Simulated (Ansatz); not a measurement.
**Property card for MoIr**

MoIr:
```
MoIr
1.0
    2.73891     0.00000     0.00000
   -1.36945     2.37197     0.00000
    0.00000     0.00000     4.40410
Mo Ir
1 1
Direct
  0.00000   0.00000   0.00000
  0.33333   0.66667   0.50000
```

Space group P-6m2 (No. 187); conventional cell a = 2.7389 Å, b = 2.7389 Å, c = 4.4041 Å, α = 90.00°, β = 90.00°, γ = 120.00°.

Method: the program Ansatz at the LDA level (PAW). Structure relaxed to zero pressure with the same functional. Other levels are named where they apply.

### Cell and energy

```yaml
volume_per_atom: 14.31 Å³
density: 16.72 g/cm³
Formation energy from the elements (no fitted shifts): -0.22 eV/atom
```

### Electronic structure

```yaml
electronic_character: metallic (no gap)
Density of states at the Fermi level: 0.78 states/eV per atom (mean over ±0.08 eV)
```

### Mechanics

```yaml
Bulk modulus (Birch–Murnaghan fit): 349 GPa
Pressure derivative B′: 4.6
Elastic constants (relaxed ions, GPa): C11 = 555, C12 = 261, C13 = 210, C33 = 680, C44 = 193
mechanical_stability: stable (all eigenvalues of C positive)
hill_bulk_and_shear_moduli: 350 and 178 GPa
Young's modulus: 457 GPa
Poisson's ratio: 0.28
debye_temperature_from_the_elastic_constants: 446 K
```

### Phonons

```yaml
highest_zone_centre_frequency: 209 cm⁻¹
zone_centre_stability: no imaginary mode at Γ
```

The workflow started from a Materials Project entry (that database holds measured and hypothetical structures alike); the Crystallography Open Database copy checked does not list it. COD files the formula under space group No. 51. With Mo and Ir taken as one species the cell has the higher symmetry P6_3/mmc, so it may be an ordered model of a mixed-site phase. Whether it is the stable phase at ambient conditions was not checked. The cell was relaxed with LDA under the symmetry of its start. The run is not spin-polarised. As this level gives no gap, shear constants depend on the k-mesh and smearing (Fermi–Dirac, 0.1 eV here). As this level gives no gap, phonon frequencies hold no LO–TO term and depend on the k-mesh and smearing (Fermi–Dirac, 0.1 eV here). Axis ratios of metals converge slowly with the k-mesh, so a and c are less sure than the volume. On the denser mesh and wider smearing of the elastic run this cell carries a stress of 0.7 GPa. The references are the lowest solids computed at this level, not always the standard phases. Scalar-relativistic: spin–orbit coupling is off unless named, which matters more the heavier the elements.

Potentials: the later of the program's two PAW sets.
